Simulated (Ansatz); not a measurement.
Crystals of one structure type (zinc blende) and one family of elements, relaxed and computed with LDA (plane waves, PAW; program Ansatz).

```csv
crystal,gap (eV),ε∞
BAs,1.11,9.66
BP,1.14,?
AlAs,1.32,9.44
GaP,1.38,10.6
AlP,1.42,8.33
AlN,3.25,4.54
BN,4.39,4.57
```

**Question.** Fit a straight line to ln ε∞ against ln E_g and predict the withheld value.

**Answer.** Least squares on the 6 shown rows: ln ε∞ = -0.66 × ln E_g + (2.413), with a scatter of 10.3 %. For BP this gives 10.2. The run itself gave 9.18, a miss of 11.1 % of that.

All cells were relaxed under the symmetry of their starts (and spin orders); stability against distortions was not tested throughout. Spin–orbit coupling is left out wherever it is not named.

Potentials: the earlier of the program's two PAW sets. The files were generated under PBE; for other functionals the program regenerates the frozen cores, and for LDA and PBEsol the local potential too.
